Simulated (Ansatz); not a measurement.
La3In: strain and displacement

```yaml
crystal:
  lattice:
    - [5.08540, 0.00000, 0.00000]
    - [0.00000, 5.08540, 0.00000]
    - [0.00000, 0.00000, 5.08540]
  atoms:
    - { symbol: La, position: [0.00000, 0.50000, 0.50000] }
    - { symbol: La, position: [0.50000, 0.00000, 0.50000] }
    - { symbol: La, position: [0.50000, 0.50000, 0.00000] }
    - { symbol: In, position: [0.00000, 0.00000, 0.00000] }
```

Atoms are numbered in the order listed.

The conventional cell has a = 5.085 Å, b = 5.085 Å, c = 5.085 Å, α = 90.00°, β = 90.00°, γ = 90.00°. La (atom 1) is surrounded by 8 La at 3.60 Å and 4 In at 3.60 Å. Around In (atom 4) lie 12 La at 3.60 Å.

The geometry is COD entry 1538828, unchecked; take it as a test cell.

Spin–orbit coupling is left out, though it moves levels of the heavy atoms by tenths of an eV or more.

All numbers below come from DFT, PBEsol, all-electron PAW with datasets made for the crystal, scalar-relativistic in Ansatz 0.2.0.

Settings: a Γ-centred 7×7×7 k mesh, Fermi–Dirac smearing of 0.05 eV, cutoff 260 eV (chosen by the program for this cell), no spin polarisation.

The unchanged cell is at -2.63 GPa.

In a metal, stresses and small energies carry noise from the k mesh.

x, y and z are the Cartesian axes of the cell as listed; fractional coordinates follow a strain, and an engineering shear is twice the off-diagonal strain component.

Question: With this change (equal xy, yz and zx engineering shear strains of -2 %), what becomes of the energy and stress?

Answer: Energy change +2 meV/atom; stress change (xx, yy, zz, yz, xz, xy) 0.04, 0.04, 0.04, 0.41, 0.41, 0.41 GPa, compression positive.

With equal xy, yz and zx engineering shear strains of -1 %: energy change under 1 meV/atom; stress change (xx, yy, zz, yz, xz, xy) 0.01, 0.01, 0.01, 0.20, 0.20, 0.20 GPa, compression positive.

Question: With this change (equal xy, yz and zx engineering shear strains of +1 %), what becomes of the energy and stress?

Answer: Energy change under 1 meV/atom; stress change (xx, yy, zz, yz, xz, xy) 0.01, 0.01, 0.01, -0.21, -0.21, -0.21 GPa, compression positive.

Question: With this change (equal xy, yz and zx engineering shear strains of +2 %), what becomes of the energy and stress?

Answer: Energy change +2 meV/atom; stress change (xx, yy, zz, yz, xz, xy) 0.04, 0.04, 0.04, -0.43, -0.43, -0.43 GPa, compression positive.
